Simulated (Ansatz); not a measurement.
**InP2H6NO6: 17O NMR of the central transition**

Cell: a measured structure from the Crystallography Open Database (COD) whose atoms were relaxed with PBE, the cell held.

```cif
data_InP2H6NO6
_symmetry_space_group_name_H-M 'P6_3mc'
_symmetry_Int_Tables_number 186
_cell_length_a 5.4705
_cell_length_b 5.4705
_cell_length_c 13.0895
_cell_angle_alpha 90.000
_cell_angle_beta 90.000
_cell_angle_gamma 120.000
loop_
_atom_site_label
_atom_site_type_symbol
_atom_site_symmetry_multiplicity
_atom_site_Wyckoff_symbol
_atom_site_fract_x
_atom_site_fract_y
_atom_site_fract_z
In In 2 b 0.6667 0.3333 0.3999
H3 H 2 b 0.3333 0.6667 0.6379
H5 H 2 a 0.0000 0.0000 0.4410
H7 H 6 c 0.4358 0.8716 0.2248
H13 H 2 b 0.3333 0.6667 0.1195
P15 P 2 b 0.3333 0.6667 0.5305
P17 P 2 a 0.0000 0.0000 0.3335
N N 2 b 0.3333 0.6667 0.1982
O21 O 6 c 0.8451 0.1549 0.2963
O27 O 6 c 0.4896 0.9792 0.5002
```

One atom of each set is listed.

Method: Kohn–Sham DFT in Ansatz, PBE, plane waves and PAW, scalar-relativistic, 420 eV cutoff, Γ-centred 5×5×2 k-points, Fermi–Dirac smearing 0.02 eV.

17O has I = 5/2 and Q = -25.58 mb (Pyykkö 2018); at 18.8 T its Larmor frequency is ν₀ = 108.6 MHz. Only the quadrupole interaction is simulated: positions count from each site's isotropic chemical shift, and J coupling is left out, as are shift anisotropy and dipolar coupling, which fast spinning averages.

Task: Give C_Q, η, the quadrupolar product P_Q = |C_Q|(1 + η²/3)^½, the second-order isotropic shift and the breadth of the pattern (fast magic-angle spinning) for each O site.

Result: 

| site | first shell | C_Q (MHz) | η | P_Q (MHz) | δ_QIS (ppm) | breadth (kHz) |
| --- | --- | --- | --- | --- | --- | --- |
| O21 | 1 P at 1.55 Å, 1 In at 2.17 Å, angle 123° | -5.26 | 0.53 | 5.50 | -15.4 | 3.88 |
| O27 | 1 P at 1.53 Å, 1 In at 2.13 Å, angle 157° | -6.44 | 0.29 | 6.53 | -21.7 | 5.40 |

δ_QIS = −(ν_Q²/30ν₀²)[I(I+1) − 3/4](1 + η²/3) × 10⁶ ppm with ν_Q = 3|C_Q|/[2I(2I−1)]; it falls as 1/B₀² in ppm, and the breadth as 1/B₀ in kHz.

At O27 V_zz points along the line of its two bonds (within 6°).

Without spin–orbit coupling (the program notes it for In) the gradients are little affected as a rule: paired runs on crystals with a gap mostly move them by under 2 % at such atoms. The entry's hydrogen positions were far off; the other atoms hardly move on relaxation.

The relaxation (9 steps) took 4.3 min of wall time (4.3 min of CPU time) and 0.89 GiB at its peak, on 1 thread of Intel Xeon Platinum 8488C (Sapphire Rapids) (x86_64; 64 cores open to the job, memory cap 3.0 GiB, no GPU), a shared host with a load of 0.7 a core.
